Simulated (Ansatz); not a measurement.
A crystal relaxed with r2SCAN in Ansatz 0.2.0 has space group P2_1/m (No. 11) and a = 7.524 Å, b = 2.905 Å, c = 7.541 Å, β = 119.5°.

| atom | site | x | y | z |
| --- | --- | --- | --- | --- |
| Ge | 2e | 0.2034 | 0.2500 | 0.3994 |
| Ge | 2e | 0.3949 | 0.7500 | 0.1506 |
| C | 2e | 0.7979 | 0.7500 | 0.2272 |
| Xx | 2e | 0.3270 | 0.2500 | 0.6825 |
| Xx | 2e | 0.9287 | 0.2500 | 0.2918 |
| Xx | 2e | 0.2921 | 0.7500 | 0.3236 |
| Xx | 2e | 0.6875 | 0.7500 | 0.0109 |

r2SCAN gives an indirect gap of 1.42 eV, from Γ–Z (0.33 of the way from Γ) to B; the least direct gap is 1.78 eV at B. The HSE06 gap is indirect, 2.53 eV (Γ–Z (0.33 of the way from Γ) to B), below the direct gap of 2.83 eV at B. PBE gives an indirect gap of 1.13 eV, from Γ–Z (0.30 of the way from Γ) to B; the least direct gap is 1.47 eV at B. Meshes: r2SCAN 4×8×4, HSE06 2×6×2, PBE 4×8×4. r2SCAN's ε∞ is a tensor with principal values 5.0, 5.3, 6.0.

Q: Which element is Xx?
A. N
B. As
C. P
D. Sb

A: A. Xx is N: a 14-atom cell of Ge2CN4 built on β-Si3N4 (relaxed group P2_1/m). Ge has 4 N at 1.80–1.86 Å; Ge has 4 N at 1.80–1.83 Å; C has 4 N at 1.41–1.69 Å; N has 1 C at 1.41 Å and 2 Ge at 1.83–1.86 Å; N has 2 C at 1.69 Å and 1 Ge at 1.81 Å; N has 3 Ge at 1.80–1.82 Å; N has 1 C at 1.42 Å and 2 Ge at 1.80 Å.

Note: simulated data, non-magnetic, for a generated structure that need not be the stable one.

The runs are scalar-relativistic, without spin-orbit coupling.

Where an edge lies off the special points, it is a point of the mesh or the k point where a search put PBE's edge or least direct gap, reused for the other functionals, whose own edges may lie a little apart; PBE's own value is read along its path and can be a few hundredths of an eV high.

The meshes of the hybrids are coarse, so their gaps aren't converged to the digits shown.

For a response run the program warns that the ground state's bands aren't all converged, so ε∞ carries an extra error.
